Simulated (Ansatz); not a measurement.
Total density of states per atom from plane-wave PAW PBE (Ansatz code), in 0.25 eV bins, energy from the Fermi level:

```
E (eV) | states/eV/atom
    -7.85 | # 0.08
    -7.60 | # 0.09
    -7.35 | # 0.10
    -7.10 | # 0.11
    -6.85 | # 0.13
    -6.60 | # 0.14
    -6.35 | ## 0.15
    -6.10 | ## 0.17
    -5.85 | ## 0.19
    -5.60 | ## 0.22
    -5.35 | ### 0.26
    -5.10 | ### 0.33
    -4.85 | ##### 0.50
    -4.60 | ####### 0.76
    -4.35 | ########## 0.99
    -4.10 | ############# 1.30
    -3.85 | ############### 1.50
    -3.60 | ############## 1.45
    -3.35 | ################# 1.70
    -3.10 | ################# 1.76
    -2.85 | #################### 2.03
    -2.60 | ##################### 2.11
    -2.35 | ########################### 2.76
    -2.10 | ######################## 2.46
    -1.85 | ####################### 2.32
    -1.60 | ########################### 2.68
    -1.35 | ######################### 2.58
    -1.10 | ####################### 2.29
    -0.85 | ############################# 2.96
    -0.60 | ############################## 3.03
    -0.35 | ############# 1.27
    -0.10 | ############## 1.44
     0.15 | #################### 1.97
     0.40 | ####### 0.71
     0.65 | #### 0.35
     0.90 | ### 0.33
     1.15 | ### 0.32
     1.40 | ### 0.31
     1.65 | ### 0.29
     1.90 | ### 0.29
     2.15 | ### 0.28
     2.40 | ### 0.28
     2.65 | ### 0.27
     2.90 | ### 0.26
     3.15 | ## 0.24
     3.40 | ## 0.23
     3.65 | ## 0.22
     3.90 | ## 0.21
     4.15 | ## 0.19
     4.40 | ## 0.18
     4.65 | ## 0.17
```

Pick the material that matches.
A. Ni, fcc (Cu type)
B. Ti, hcp (Mg type)
C. Ag, fcc (Cu type)
D. As, A7 (α-As type)

A, Ni, fcc (Cu type). Within 0.5 eV of the Fermi level: Ni 3d 94 %. Projections are on Löwdin-orthogonalised atomic valence shells; empty p or d shells of many metals are not among them.

Space group Fm-3m (fcc (Cu type)). The cell was relaxed with PBE under the symmetry of its start. Magnetic state: ferromagnetic, chosen from 3 collinear starts compared on coarse meshes (ties went to the first, and starts can fall back to one state), not a proven ground state. Textbook magnetic order: ferromagnetic.

Potentials: the later of the program's two PAW sets.
